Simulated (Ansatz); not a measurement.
# Ba (P6/mmm), a film clamped to a substrate

The calculation used Ansatz, DFT PBEsol, scalar-relativistic, plane waves, PAW. The runs took a 420 eV cutoff, a Γ-centred 9×9×12 mesh and Gaussian smearing (0.15 eV). No spin polarisation. Energies are free energies at this smearing, counted from the undisturbed cell; pressure is positive in compression.

The undisturbed cell (as given, not relaxed at this level; it stands at -0.2 GPa; this form isn't the usual structure):

```yaml
crystal:
  lattice:
    - [6.99607, 0.00000, 0.00000]
    - [-3.49803, 6.05877, 0.00000]
    - [0.00000, 0.00000, 3.90939]
  atoms:
    - { symbol: Ba, position: [0.33333, 0.66667, 0.50000] }
    - { symbol: Ba, position: [0.66667, 0.33333, 0.50000] }
```

The cell (2 atoms, V0 = 165.71 Å³) is strained by p along both x and y and by q along z, fractional coordinates fixed. τp = (1/V0) ∂E/∂p = (σxx + σyy)(1 + p)(1 + q) and τq = (1/V0) ∂E/∂q = σzz(1 + p)², with tension positive.

```csv
p,q,ΔE (meV/atom),τp (GPa),τq (GPa)
0.000,0.000,0.00,0.23,0.46
-0.030,0.000,0.19,-0.25,0.73
0.030,0.000,7.12,0.69,0.23
0.000,-0.030,-2.86,0.48,-0.12
0.000,0.030,10.93,-0.01,0.93
```

Task: Get the second derivatives of the energy density.

Result: Central differences give A = ∂τp/∂p = 15.7 GPa (C11 + C22 + 2 C12), C = ∂τq/∂q = 17.5 GPa (C33) and the cross term B = ∂τq/∂p = -8.2 GPa (C13 + C23); ∂τp/∂q = -8.2 GPa must equal B, and any difference shows higher-order terms. Steps this large leave an error of some per cent of A or C in all of these, which can swamp a small B. The ions are clamped.

Task: A film of this crystal grows with z along the normal on a substrate that imposes p. How does its thickness respond, and what does the misfit cost?

Result: Count p and q from the stress-free cell. A free surface needs τq = 0, so q = −(B/C) p = 0.47 p. The energy density left is (A − B²/C) p²/2 = M p², with the biaxial modulus M = 5.9 GPa; a misfit of 1 % costs 0.31 meV/atom, against 0.41 meV/atom if the thickness were held.

At p = 0.030 the energies along q are 8.0 (q = -0.030), 7.1 (q = 0.000), 14.7 (q = 0.030) meV/atom.

Task: Does the linear rule hold at this misfit?

Result: A parabola through the lowest point and its neighbours has its minimum at q = -0.012, 6.5 meV/atom. With the stress left in the starting cell, τp0 and τq0, linear elasticity gives q = −(τq0 + Bp)/C = -0.012 and E = V0(τp0 p + τq0 q + Ap²/2 + Bpq + Cq²/2)/N = 6.4 meV/atom. The two agree within a tenth in energy.

In a metal these slopes depend on the k mesh and the smearing.